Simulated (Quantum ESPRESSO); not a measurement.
## NbW5TaSn (finding a planted mistake in a log)

A calculation, not a measurement. The program is pw.x of Quantum ESPRESSO 7.5 (plane-wave density functional theory). The cell is made up: eight metal atoms on a hexagonal close-packed lattice, with elements, volume, strain and displacements drawn at random and not relaxed, so it may be unstable or far from any real phase. PseudoDojo standard norm-conserving files set the functional (PBE unless stated); there is no spin polarisation or spin-orbit coupling, the Fermi-Dirac width of 0.25 eV means electrons at about 2900 K, and the masses in the input are unused placeholders. The tin pseudopotential is less sure than most, with forces differing by about three percent from a second method on plain tin. Heavy elements are run without spin-orbit coupling, which real alloys of them have. A spin test at this wide smearing found no moment, but such smearing suppresses magnetism that the real alloy may have.

Intended input:

```
&control calculation='scf', pseudo_dir='./dojo.nc.sr.pbe.v0_5.standard.upf', outdir='./o', disk_io='minimal', tprnfor=.true., tstress=.true. /
&system ibrav=0, nat=8, ntyp=4, nbnd=72, ecutwfc=82.02448710, nosym=.true., tot_charge=0,
 occupations='smearing', smearing='fd', degauss=0.0183746611
/
&electrons conv_thr=1.470e-08, electron_maxstep=70, mixing_beta=0.5 /
ATOMIC_SPECIES
Nb 1.0 Nb.upf
Sn 1.0 Sn.upf
Ta 1.0 Ta.upf
W 1.0 W.upf
CELL_PARAMETERS angstrom
-2.9085 0.0274 -0.0242
-0.0475 5.0681 -0.027
1.4004 -2.4978 -9.1905
ATOMIC_POSITIONS angstrom
Nb -0.0181 -0.026 -0.0299
W 0.028 1.8891 -2.3343
W -0.0621 -0.0152 -4.5755
Ta 0.0015 1.702 -6.8464
Sn -1.4808 2.533 -0.1414
W -1.4736 4.2486 -2.1826
W -1.4882 2.798 -4.7052
W -1.6497 -0.6966 -6.9539
K_POINTS automatic
8 5 3 1 1 1
```

The log is shortened where brackets say so; the opening notice, blank lines, dates and the lines on written files are dropped, and the path of the files is cut. It prints rydbergs, bohrs and kilobars, and counts compression as positive stress. Its total energy is the free energy E - TS of the whole cell.

Log of the intended run:

```
     Program PWSCF v.7.5
     Parallel version (MPI & OpenMP), running on       4 processor cores
     Number of MPI processes:                 4
     Threads/MPI process:                     1
     [start-up lines left out]
     bravais-lattice index     =            0
     lattice parameter (alat)  =       5.4967  a.u.
     unit-cell volume          =     916.5941 (a.u.)^3
     number of atoms/cell      =            8
     number of atomic types    =            4
     number of electrons       =       110.00
     number of Kohn-Sham states=           72
     kinetic-energy cutoff     =      82.0245  Ry
     charge density cutoff     =     328.0979  Ry
     scf convergence threshold =      1.5E-08
     mixing beta               =       0.5000
     number of iterations used =            8  plain     mixing
     Exchange-correlation= PBE
                           (   1   4   3   4   0   0   0)
     [axes and pseudopotential details left out]
   Cartesian axes
     site n.     atom                  positions (alat units)
         1        Nb     tau(   1) = (  -0.0062226  -0.0089386  -0.0102794  )
         2        W      tau(   2) = (   0.0096262   0.6494588  -0.8025153  )
         3        W      tau(   3) = (  -0.0213495  -0.0052256  -1.5730234  )
         4        Ta     tau(   4) = (   0.0005157   0.5851351  -2.3537422  )
         5        Sn     tau(   5) = (  -0.5090882   0.8708269  -0.0486123  )
         6        W      tau(   6) = (  -0.5066129   1.4606376  -0.7503619  )
         7        W      tau(   7) = (  -0.5116323   0.9619319  -1.6176133  )
         8        W      tau(   8) = (  -0.5671548  -0.2394860  -2.3906999  )
     number of k points=    60  Fermi-Dirac smearing, width (Ry)=  0.0184
                       cart. coord. in units 2pi/alat
        k(    1) = (  -0.0613294   0.0564056  -0.0774239), wk =   0.0333333
        k(    2) = (  -0.0630698   0.0575104   0.1330061), wk =   0.0333333
     [further k points left out]
     Dense  grid:    91993 G-vectors     FFT dimensions: (  32,  60, 108)
     Estimated max dynamical RAM per process >     368.74 MB
     Estimated total dynamical RAM >       1.37 GB
     Initial potential from superposition of free atoms
     starting charge     109.9927, renormalised to     110.0000
     Starting wfcs are   79 randomized atomic wfcs
     total cpu time spent up to now is        7.4 secs
     per-process dynamical memory:   298.1 Mb
     Self-consistent Calculation
     iteration #  1     ecut=    82.02 Ry     beta= 0.50
     Davidson diagonalization with overlap
     ethr =  1.00E-02,  avg # of iterations =  2.2
     Threshold (ethr) on eigenvalues was too large:
     Diagonalizing with lowered threshold
     Davidson diagonalization with overlap
     ethr =  8.48E-04,  avg # of iterations =  2.5
     total cpu time spent up to now is       39.8 secs
     total energy              =   -1170.13413127 Ry
     estimated scf accuracy    <       0.97572678 Ry
     iteration #  2     ecut=    82.02 Ry     beta= 0.50
     Davidson diagonalization with overlap
     ethr =  8.87E-04,  avg # of iterations =  7.5
     total cpu time spent up to now is       64.0 secs
     total energy              =   -1168.54568160 Ry
     estimated scf accuracy    <      38.64645559 Ry
     [iterations 3 to 18 left out]
     iteration # 19     ecut=    82.02 Ry     beta= 0.50
     Davidson diagonalization with overlap
     ethr =  3.78E-11,  avg # of iterations =  5.4
     total cpu time spent up to now is      343.4 secs
     total energy              =   -1170.62579633 Ry
     estimated scf accuracy    <       0.00000003 Ry
     iteration # 20     ecut=    82.02 Ry     beta= 0.50
     Davidson diagonalization with overlap
     ethr =  2.37E-11,  avg # of iterations =  1.6
     total cpu time spent up to now is      357.9 secs
     End of self-consistent calculation
     [lines on levels left out]
!    total energy              =   -1170.62579633 Ry
     estimated scf accuracy    <          8.8E-10 Ry
     smearing contrib. (-TS)   =      -0.12984278 Ry
     internal energy E=F+TS    =   -1170.49595354 Ry
     The total energy is F=E-TS. E is the sum of the following terms:
     one-electron contribution =    -153.56274761 Ry
     hartree contribution      =     143.84035753 Ry
     xc contribution           =    -265.86919224 Ry
     ewald contribution        =    -894.90437122 Ry
     convergence has been achieved in  20 iterations
     Forces acting on atoms (cartesian axes, Ry/au):
     atom    1 type  1   force =     0.00913238    0.03116881    0.02700172
     atom    2 type  4   force =    -0.00253535   -0.07603641   -0.09062519
     atom    3 type  4   force =     0.00357308    0.05354937    0.04642307
     atom    4 type  3   force =    -0.01856558    0.02515078   -0.00619560
     atom    5 type  2   force =    -0.00038194   -0.02379432    0.09884894
     atom    6 type  4   force =    -0.00542119    0.07210861   -0.11646899
     atom    7 type  4   force =     0.00794139   -0.03919825    0.04484176
     atom    8 type  4   force =     0.00625723   -0.04294858   -0.00382571
     Total force =     0.237647     Total SCF correction =     0.000118
     Computing stress (Cartesian axis) and pressure
          total   stress  (Ry/bohr**3)                   (kbar)     P=      102.55
   0.00076785  -0.00003727   0.00005027          112.95       -5.48        7.39
  -0.00003727   0.00019158   0.00008191           -5.48       28.18       12.05
   0.00005027   0.00008191   0.00113197            7.39       12.05      166.52
     init_run     :      7.07s CPU      7.33s WALL (       1 calls)
     electrons    :    343.90s CPU    350.53s WALL (       1 calls)
     forces       :      2.66s CPU      2.69s WALL (       1 calls)
     stress       :      9.05s CPU      9.30s WALL (       1 calls)
     [timing details left out]
     PWSCF        :   6m 2.79s CPU   6m10.03s WALL
     JOB DONE.
```

A second run was made from an input with one planted mistake. Its log:

```
     Program PWSCF v.7.5
     Parallel version (MPI & OpenMP), running on       4 processor cores
     Number of MPI processes:                 4
     Threads/MPI process:                     1
     [start-up lines left out]
     bravais-lattice index     =            0
     lattice parameter (alat)  =       5.4967  a.u.
     unit-cell volume          =     916.5941 (a.u.)^3
     number of atoms/cell      =            8
     number of atomic types    =            4
     number of electrons       =       110.00
     number of Kohn-Sham states=           72
     kinetic-energy cutoff     =      82.0245  Ry
     charge density cutoff     =     328.0979  Ry
     scf convergence threshold =      1.5E-08
     mixing beta               =       0.5000
     number of iterations used =            8  plain     mixing
     Exchange-correlation= PBE
                           (   1   4   3   4   0   0   0)
     [axes and pseudopotential details left out]
   Cartesian axes
     site n.     atom                  positions (alat units)
         1        Nb     tau(   1) = (  -0.0062226  -0.0089386  -0.0102794  )
         2        W      tau(   2) = (   0.0096262   0.6494588  -0.8025153  )
         3        W      tau(   3) = (  -0.0213495  -0.0052256  -1.5730234  )
         4        Ta     tau(   4) = (   0.0005157   0.5851351  -2.3537422  )
         5        Sn     tau(   5) = (  -0.5090882   0.8708269   0.0063945  )
         6        W      tau(   6) = (  -0.5066129   1.4606376  -0.7503619  )
         7        W      tau(   7) = (  -0.5116323   0.9619319  -1.6176133  )
         8        W      tau(   8) = (  -0.5671548  -0.2394860  -2.3906999  )
     number of k points=    60  Fermi-Dirac smearing, width (Ry)=  0.0184
                       cart. coord. in units 2pi/alat
        k(    1) = (  -0.0613294   0.0564056  -0.0774239), wk =   0.0333333
        k(    2) = (  -0.0630698   0.0575104   0.1330061), wk =   0.0333333
     [further k points left out]
     Dense  grid:    91993 G-vectors     FFT dimensions: (  32,  60, 108)
     Estimated max dynamical RAM per process >     368.74 MB
     Estimated total dynamical RAM >       1.37 GB
     Initial potential from superposition of free atoms
     starting charge     109.9927, renormalised to     110.0000
     Starting wfcs are   79 randomized atomic wfcs
     total cpu time spent up to now is        9.9 secs
     per-process dynamical memory:   298.1 Mb
     Self-consistent Calculation
     iteration #  1     ecut=    82.02 Ry     beta= 0.50
     Davidson diagonalization with overlap
     ethr =  1.00E-02,  avg # of iterations =  2.2
     Threshold (ethr) on eigenvalues was too large:
     Diagonalizing with lowered threshold
     Davidson diagonalization with overlap
     ethr =  9.27E-04,  avg # of iterations =  2.3
     total cpu time spent up to now is       45.0 secs
     total energy              =   -1170.08408879 Ry
     estimated scf accuracy    <       1.06020647 Ry
     iteration #  2     ecut=    82.02 Ry     beta= 0.50
     Davidson diagonalization with overlap
     ethr =  9.64E-04,  avg # of iterations =  8.0
     total cpu time spent up to now is       70.5 secs
     total energy              =   -1168.03701714 Ry
     estimated scf accuracy    <      52.06320446 Ry
     [iterations 3 to 18 left out]
     iteration # 19     ecut=    82.02 Ry     beta= 0.50
     Davidson diagonalization with overlap
     ethr =  4.90E-11,  avg # of iterations =  3.9
     total cpu time spent up to now is      352.2 secs
     total energy              =   -1170.63768005 Ry
     estimated scf accuracy    <       0.00000003 Ry
     iteration # 20     ecut=    82.02 Ry     beta= 0.50
     Davidson diagonalization with overlap
     ethr =  2.78E-11,  avg # of iterations =  1.7
     total cpu time spent up to now is      367.1 secs
     End of self-consistent calculation
     [lines on levels left out]
!    total energy              =   -1170.63768006 Ry
     estimated scf accuracy    <          8.2E-10 Ry
     smearing contrib. (-TS)   =      -0.12947183 Ry
     internal energy E=F+TS    =   -1170.50820823 Ry
     The total energy is F=E-TS. E is the sum of the following terms:
     one-electron contribution =    -151.07116698 Ry
     hartree contribution      =     142.59920881 Ry
     xc contribution           =    -265.85446191 Ry
     ewald contribution        =    -896.18178815 Ry
     convergence has been achieved in  20 iterations
     Forces acting on atoms (cartesian axes, Ry/au):
     atom    1 type  1   force =     0.00909839    0.03082852    0.01814308
     atom    2 type  4   force =     0.00031367   -0.06065086   -0.04414612
     atom    3 type  4   force =     0.00253833    0.05335312    0.04695286
     atom    4 type  3   force =    -0.01786574    0.03735173    0.00879308
     atom    5 type  2   force =    -0.00684558   -0.01235808   -0.01925996
     atom    6 type  4   force =    -0.00583509    0.04797667   -0.09133522
     atom    7 type  4   force =     0.00710322   -0.03943835    0.04529420
     atom    8 type  4   force =     0.01149279   -0.05706277    0.03555807
     Total force =     0.182750     Total SCF correction =     0.000080
     Computing stress (Cartesian axis) and pressure
          total   stress  (Ry/bohr**3)                   (kbar)     P=       96.72
   0.00073928  -0.00004012   0.00005825          108.75       -5.90        8.57
  -0.00004012   0.00015237   0.00009977           -5.90       22.41       14.68
   0.00005825   0.00009977   0.00108087            8.57       14.68      159.00
     init_run     :      6.98s CPU      7.23s WALL (       1 calls)
     electrons    :    350.41s CPU    357.17s WALL (       1 calls)
     forces       :      3.06s CPU      3.09s WALL (       1 calls)
     stress       :      9.60s CPU      9.83s WALL (       1 calls)
     [timing details left out]
     PWSCF        :   6m12.76s CPU   6m20.10s WALL
     JOB DONE.
```

Question: the log repeats what the program read. Compare it with the intended run: what was wrong in the second input?

Answer: one coordinate of one atom is wrong. The input lines that differ:

```
- Sn -1.4808 2.533 -0.1414
+ Sn -1.4808 2.533 0.0186
```

|  | intended run | run with the mistake |
| --- | --- | --- |
| free energy (eV) | -15927.175 | -15927.337 |
| entropy term -TS, part of it (eV) | -1.767 | -1.762 |
| pressure (GPa) | 10.26 | 9.67 |
| size of the largest force component (eV/Å) | 2.995 | 2.348 |
| largest change of a force component (eV/Å) |  | 3.037 |
| iterations | 20 | 20 |

For scale, a rerun of the intended cell at a higher cutoff and on a denser mesh moved values by no more than 0.005 eV in energy, 0.04 GPa in stress and 0.009 eV/Å in force, and a second program with other atomic files agreed on that cell to 2 % rms in force and 0.5 GPa in pressure.